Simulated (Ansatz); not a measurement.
Here is an unrelaxed guess for SnTe3.

```
CELL_PARAMETERS angstrom
7.91309 0.00000 0.00000
-3.95654 6.85293 0.00000
0.00000 0.00000 6.21585
ATOMIC_POSITIONS crystal
Sn 0.66667 0.33333 0.25000
Sn 0.33333 0.66667 0.75000
Te 0.35040 0.17520 0.75000
Te 0.82480 0.17520 0.75000
Te 0.82480 0.64960 0.75000
Te 0.64960 0.82480 0.25000
Te 0.17520 0.82480 0.25000
Te 0.17520 0.35040 0.25000
```

Theory: DFT PBE, scalar-relativistic, plane waves, PAW (Ansatz). Plane waves to 420 eV, a k mesh through Γ of 3×3×4 on the computed 8-atom cell and Gaussian smearing (0.10 eV); no spin polarisation.

Formation energies are uncorrected and refer to the elements' standard structures at the same level. The references include grey tin.

Q: How far from equilibrium is it?

A: The pressure is -7.3 GPa (the mean over three directions, positive in compression), the largest force is 0.47 eV/Å, and the energy is +0.61 eV/atom against the elements. The shortest distance is 3.75 Å.

Q: Is it a good guess?

A: A rough one: relaxing gains about 0.41 eV/atom (the start's value is from the coarse mesh, so the gain is rough) in 14 ionic steps and ends at +0.20 eV/atom on the finer mesh. The symmetry stays P6_3/mmc (No. 194). The end has the Ni3Sn (D0_19) type. The volume per atom shrinks by 29.8 %, from 42.1 to 29.6 Å³. The shortest distance goes from 3.75 Å (Te–Te) to 3.22 Å (Te–Te). Conventional cell: a = 6.821 Å, c = 5.874 Å. Around Sn lie 12 Te at 3.41–3.48 Å; Te has 2 Te at 3.22 Å, 4 Sn at 3.41–3.48 Å and 6 Te at 3.60 Å.

The last run used a 6×6×6 mesh for its 8-atom cell and Gaussian smearing of 0.10 eV. Spin–orbit coupling, which can matter for Te, is left out. The reference form of Te is held partly by dispersion forces, which this level lacks. The relaxation can't lower the symmetry of the start, and the grade says only how near the guess is to its own end. A structure relaxed within its symmetry needn't be a true minimum. Another cell of SnTe3 relaxed alike, in Im-3m, lies 293 meV/atom lower, so this cell isn't the stable form at this level.
